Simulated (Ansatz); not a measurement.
Given:

RbLuS2:
```cif
data_Lu3Rb3S6
_chemical_formula_sum 'Lu3 S6 Rb3'
_space_group_name_H-M_alt 'R-3m :H'
_space_group_IT_number 166
_space_group_name_Hall '-R 3 2"'
_cell_length_a 3.97507
_cell_length_b 3.97507
_cell_length_c 22.91696
_cell_angle_alpha 90.000
_cell_angle_beta 90.000
_cell_angle_gamma 120.000
loop_
_atom_site_label
_atom_site_type_symbol
_atom_site_symmetry_multiplicity
_atom_site_Wyckoff_symbol
_atom_site_fract_x
_atom_site_fract_y
_atom_site_fract_z
_atom_site_occupancy
Lu1 Lu 3 b 0.00000 0.00000 0.50000 1
S1 S 6 c 0.00000 0.00000 0.22974 1
Rb1 Rb 3 a 0.00000 0.00000 0.00000 1
```
(The calculation used a cell of 4 atoms; values per cell refer to that cell.)

This is the r²SCAN-relaxed structure.

All from plane-wave PAW r²SCAN (Ansatz code), unless another level is named. Give the band gap.

2.67 eV (indirect).

Give the hole effective mass with spin–orbit coupling.

0.37, 0.37, 2.9 mₑ (principal values).

And the formation energy from the elements (no fitted shifts)?

-2.11 eV/atom.

The workflow started from an entry of the Crystallography Open Database (COD, 293 K). Whether it is the stable phase at ambient conditions was not checked. The r²SCAN relaxation kept the symmetry of its start; its stability against distortions is not shown here. The references are the lowest solids computed at this level, not always the standard phases. Scalar-relativistic: spin–orbit coupling is off unless named, which matters more the heavier the elements.

Potentials: the later of the program's two PAW sets.
